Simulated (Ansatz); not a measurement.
Ansatz input

```yaml
crystal:
  lattice:
    - [-2.9293900315, 2.9293900315, 1.5994469572]
    - [2.9293900315, -2.9293900315, 1.5994469572]
    - [2.9293900315, 2.9293900315, -1.5994469572]
  atoms:
    - { symbol: In, position: [0.0, 0.0, 0.0] }
    - { symbol: In, position: [0.75, 0.25, 0.5] }
hamiltonian:
  xc: r2scan
  pseudopotentials:
    kind: paw
    azcp:
      In: "pseudopotentials/In.paw.azcp"
basis:
  ecutwfc: 500
  fft_grid_basis: typed
kpoints:
  mp_grid: { grid: [11, 11, 8], shift: [0, 0, 0] }
magnetization:
  spin_polarized: false
scf:
  occupations: { method: fermi_dirac, width: 0.1 }
relax:
  max_steps: 60
  f_tol: 0.01
  cell: {}
```

Output

```
Warning: crystal.symmetry: narrowed to the stabiliser of the k-point mesh — unitary ops 16 → 4; excluded 12 operations that carry a point of the 11×11×8 mesh (shift [0, 0, 0]) off the mesh (the run samples exactly the mesh kpoints.mp_grid names, as under crystal.symmetry.detect: false, and its converged state has the mesh's symmetry, not the crystal's; ε∞, the Born charges and the force constants of a linear response (`dielectric:` by the response, `phonons.method: dfpt`) are averaged over those of the crystal's operations that the state keeps within a tolerance, where `mesh_tensors`, `unaveraged_element` or `gamma_mean_max_change_ev_ang2` stands beside them; a row that `dielectric.field_direction` solves alone is averaged likewise, with nothing beside; a Γ-centred mesh of equal divisions is mapped onto itself by every operation and keeps the whole group, as does a half-shifted one under kpoints.further_shifts: images)
Engine: ansatz 0.2.0, x86_64-unknown-linux-gnu
Pseudopotentials: kind: paw
Pseudopotential: In, paw, valence charge 13, recommended cutoff 500 eV (meta_gga) 
Functional definition: r2SCAN
  parameter k0 = 0.174
  parameter k1 = 0.065
  parameter a1 = 4.9479
  exchange = r2scan_x(k0 = k0, k1 = k1, a1 = a1)
  correlation = r2scan_c
Crystal: 2 atoms, lattice volume = 54.902 Å³
Basis set: ecut = 500 eV, 1389 PW (Γ), exchange–correlation on 144×144×144 points (64 copies of the dense FFT grid, shifted against one another)
Bands: 17, of which v1, the nominal top of the filled ones, is band 13 counted from 1 (12 counted from 0)
Symmetry: 4 space group operations
k-points: 270 of 968
Non-local potential: In, projectors of the file, l = 0: 2, l = 1: 2, l = 2: 2, l = 3: 2
PAW form: soft (Blöchl's): semilocal exchange-correlation on the pseudo side does not see the compensation charge
PAW frozen core: In, regenerated for the run's functional (the file was generated under x = pbe(κ = 0.804, μ = 0.2195149727645171), c = pbe(β = 0.06672455060314922))
PAW one-centre angular grid: In, 590 points (default); XC on 289 of its mesh's 2783 points in the sphere
Initial density: superposition of atomic densities (neutral atoms: chi_scale 0, normalization atom), corrected by the library's trained network
Initial wavefunctions: pseudopotential atomic-orbital guess
Functional: x = r2scan, c = r2scan; τ floored in thin density (d = 2e-4 eV/Å³)
SCF iter   1: F=—  HF=-11223.566102 eV  |F-HF|=—  |Δ(HF+E_count)|=         —  Δρ=7.67e-3  dr2=1.88e-2  dr2_τ=3.61e-3  ethr=1.77e-3  ⟨swp⟩=5.5  Hψ=23648  notcnv=0
SCF iter   2: F=—  HF=-11223.577287 eV  |F-HF|=—  |Δ(HF+E_count)|=   1.12e-2  Δρ=3.12e-3  dr2=3.42e-3  dr2_τ=1.53e-4  ethr=7.24e-5  ⟨swp⟩=2.3  Hψ=10983  notcnv=0
SCF iter   3: F=—  HF=-11223.577081 eV  |F-HF|=—  |Δ(HF+E_count)|=   2.06e-4  Δρ=6.63e-4  dr2=2.55e-4  dr2_τ=3.96e-6  ethr=1.32e-5  ⟨swp⟩=2.1  Hψ=8081  notcnv=0
SCF iter   4: F=—  HF=-11223.577155 eV  |F-HF|=—  |Δ(HF+E_count)|=   7.39e-5  Δρ=2.52e-4  dr2=3.77e-5  dr2_τ=4.45e-7  ethr=9.82e-7  ⟨swp⟩=2.0  Hψ=8113  notcnv=0
SCF iter   5: F=—  HF=-11223.577173 eV  |F-HF|=—  |Δ(HF+E_count)|=   1.79e-5  Δρ=7.58e-5  dr2=1.78e-6  dr2_τ=1.30e-7  ethr=1.45e-7  ⟨swp⟩=2.6  Hψ=8175  notcnv=0
SCF iter   6: F=-11223.577174 eV  HF=-11223.577174 eV  |F-HF|=9.27e-8  |Δ(HF+E_count)|=   5.01e-7  Δρ=1.16e-5  dr2=8.16e-8  dr2_τ=1.14e-9  ethr=3.85e-10  ⟨swp⟩=3.4  Hψ=18493  notcnv=0
SCF 1 converged in 6 iterations: F = -11223.577174 eV  dr2 = 8.16e-8
...
Initial wavefunctions: pseudopotential atomic-orbital guess (no wavefunctions were taken with the density)
iter 1 solved again at ethr=6.90e-8 eV; its pass at ethr=3.10e-3 eV (dr2=1.80e-5 eV) is discarded
SCF iter   1: F=—  HF=-11223.677314 eV  |F-HF|=—  |Δ(HF+E_count)|=         —  Δρ=2.52e-4  dr2=5.25e-6  dr2_τ=2.84e-5  ethr=6.90e-8  ⟨swp⟩=3.5  Hψ=36870  notcnv=0
SCF iter   2: F=—  HF=-11223.677333 eV  |F-HF|=—  |Δ(HF+E_count)|=   1.93e-5  Δρ=1.31e-4  dr2=1.37e-6  dr2_τ=8.60e-7  ethr=2.02e-8  ⟨swp⟩=2.0  Hψ=8108  notcnv=0
SCF iter   3: F=—  HF=-11223.677340 eV  |F-HF|=—  |Δ(HF+E_count)|=   6.55e-6  Δρ=1.93e-5  dr2=6.36e-8  dr2_τ=1.65e-8  ethr=5.27e-9  ⟨swp⟩=2.2  Hψ=7858  notcnv=0
SCF iter   4: F=—  HF=-11223.677340 eV  |F-HF|=—  |Δ(HF+E_count)|=   9.93e-8  Δρ=1.78e-6  dr2=1.18e-9  dr2_τ=1.12e-10  ethr=2.45e-10  ⟨swp⟩=2.0  Hψ=7842  notcnv=0
SCF iter   5: F=—  HF=-11223.677340 eV  |F-HF|=—  |Δ(HF+E_count)|=   2.20e-9  Δρ=6.12e-7  dr2=2.53e-10  dr2_τ=5.01e-12  ethr=4.55e-12  ⟨swp⟩=2.7  Hψ=8336  notcnv=0
SCF iter   6: F=-11223.677340 eV  HF=-11223.677340 eV  |F-HF|=9.09e-12  |Δ(HF+E_count)|=  1.24e-10  Δρ=1.54e-7  dr2=1.96e-11  dr2_τ=9.00e-13  ethr=1.00e-12  ⟨swp⟩=4.0  Hψ=21867  notcnv=0
SCF 17 converged in 6 iterations: F = -11223.677340 eV  dr2 = 1.96e-11
relax step  17: F+E_penalty+E_count = -11223.67734003 eV  Δ(F+E_penalty+E_count) = -1.644e-3 eV  max|allowed force component| = 1.022e-4 eV/Å  Δτ_max = 0.0000 Å  P = +0.022 GPa  Ω = 53.883 Å³  stress off target by 3.40e-2 GPa  SCF on the basis re-selected at this cell (its energy is not comparable with the rows above)  (6 SCF iters)
basis re-selected at this cell: Δ(F+E_penalty+E_count) = -1.644e-3 eV, ΔP = +0.019 GPa vs the last step (what re-selecting the basis moved, of the pressure what is left beyond the Pulay correction that the steps carried, after the strain that the cell walked since its last selection, with what the two solves' SCF thresholds leave and, on support functions, any second-order correction that the steps lacked; it is no measure of the basis error at this ecutwfc). This SCF's stress stands 3.40e-2 GPa from its target on what of the cell is left free (relax.cell.stress_tol is 5.00e-2 GPa) and its largest allowed force component is 1.02e-4 eV/Å (relax.f_tol is 1.00e-2 eV/Å): within both
SCF converged after 6 iterations
Free energy (F): -11223.677340 eV
Harris-Foulkes:  -11223.677340 eV  (|F-HF|=9.09e-12)
Internal energy: -11223.651990 eV  (E = F + TS)
E sigma→0 (E₀):  -11223.664665 eV
Entropy (-TS):   -0.025350 eV (-12.675 meV/atom)
Fermi energy:    9.770608 eV
--- Per-component energies (eV) ---
  E_band       = -74.332019
  E_kinetic    = 483.170500
  E_local      = -2236.892625  (includes V_loc(G=0)·N_el)
  E_nonlocal   = 733.129380
  E_hartree    = 881.912707
  E_xc         = -402.801508
  E_vxc        = -214.912450  (∫ρ·V_xc dr)
  E_paw        = -8363.913264  (= ΣΔE_a)
  E_vpaw       = -617.871513  (= ΣTr[D̂ρ^β])
  E_aug_tail   = 0.000016  (compensation charges beyond the density's cutoff)
  E_vtau       = 15.219307  (kinetic-family band-sum trace: ∫τ·v_τ [+ j·A + Jᵃ·Aᵃ] dr)
  E_ewald      = -2320.188288
  E_core_change = 1.931092  (= ΣΔE_core)
  E_smearing   = -0.025350  (= −TS)
  E_closure    = 0.000000  (closes the sum)
  Σ components = -11223.677340   (vs F -11223.677340, Δ=0.00e0)
--- Forces (eV/Å), atoms counted from 1 ---
  atom   1  In    -0.00010223     0.00010223     0.00000000
  atom   2  In     0.00010223    -0.00010223     0.00000000
  max |Σ_I F_I| component: 0.00e0 eV/Å
--- Stress (GPa, compression-positive) ---
        0.024451      -0.008245      -0.012274
       -0.008245       0.024451      -0.012274
       -0.012274      -0.012274       0.017083
  P = ⅓ Tr σ = 0.0220 GPa (0.220 kbar)
--- Relaxed structure (16 steps of the walk, 14 accepted, 1 SCFs on fresh bases) ---
  F+E_penalty+E_count = -11223.67734003 eV   max|allowed force component| = 1.022e-4 eV/Å   (the final SCF, on the basis selected at the relaxed cell)
  cell:  # Å, volume = 53.8834 Å³
    - [-3.366675221456573, 2.998999777168371, 1.533035573747804]
    - [2.998999777168371, -3.366675221456573, 1.533035573747804]
    - [3.0253501235629177, 3.0253501235629177, -2.2064338233594754]
  atoms:
    - { symbol: In, position: [-0.008600509014031825, 0.008600509014031827, 1.6970484142448447e-18] }
    - { symbol: In, position: [0.7586005090140318, 0.2413994909859682, 0.4999999999999999] }
```

Command:

```sh
ansatz run input.yaml --threads 1 --pin off --max-ram 3584MiB --backend cpu --events-out ev --progress --plain --runs-dir out
```

On 1 thread of Intel(R) Xeon(R) Platinum 8259CL CPU @ 2.50GHz (Skylake/Cascade Lake) (shared host) this took about 720 s of wall time and 700 s of CPU time.
